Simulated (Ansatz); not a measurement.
B2O3:
```
B2O3
1.0
    3.91322    -2.31195     0.00000
    3.91322     2.31195     0.00000
    0.00000     0.00000     4.13440
B O
4 6
Direct
  0.00631   0.32394   0.56769
  0.99369   0.67606   0.06769
  0.67606   0.99369   0.56769
  0.32394   0.00631   0.06769
  0.75515   0.24485   0.49997
  0.24485   0.75515   0.99997
  0.92091   0.66030   0.41862
  0.07909   0.33970   0.91862
  0.33970   0.07909   0.41862
  0.66030   0.92091   0.91862
```

Relaxed with PBEsol. Special points in fractions of this cell's reciprocal vectors: Γ (0.000, 0.000, 0.000); Y (0.500, 0.500, 0.000); F0 (0.337, 0.663, 0.000); Δ0 (-0.337, 0.337, 0.000); Z (0.000, 0.000, 0.500); B0 (-0.337, 0.337, 0.500); G0 (0.337, 0.663, 0.500); T (0.500, 0.500, 0.500); S (0.000, 0.500, 0.000); R (0.000, 0.500, 0.500).

### Question
List the band energies nearest the valence-band maximum at these points for DFT-PBEsol in the program Ansatz with PAW potentials.

### Answer
In eV from the valence-band maximum; about four levels below and three above (degenerate sets whole), none deeper than 8.9 eV; points with the same levels are listed once.

```tsv
k	below	above
Γ	-1.45 -0.66 -0.33 -0.31	8.41 9.03 9.57
Y	-0.92 -0.82 -0.82 -0.46	9.04 9.43 9.61
F0	-1.20 -0.88 -0.83 -0.43	8.69 9.47 10.21
Z	-0.84 -0.84 -0.07 -0.07	8.81 8.81 10.44 10.44
B0	-1.17 -1.17 -0.44 -0.44	9.27 9.27 9.82 9.82
T	-1.33 -1.33 -0.56 -0.56	9.27 9.27 9.44 9.44
S	-1.44 -0.81 -0.47 -0.27	9.50 9.58 9.64
R	-0.58 -0.58 -0.38 -0.38	9.35 9.35 10.18 10.18
```

Space group Cmc2_1. The workflow started from a Materials Project entry (that database holds measured and hypothetical structures alike); the Crystallography Open Database copy checked does not list it. COD files the formula under space group No. 144, 152. Whether it is the stable phase at ambient conditions was not checked. Symmetry was held in the PBEsol relaxation; whether a distortion lowers the energy is not shown.

Potentials: the later of the program's two PAW sets.
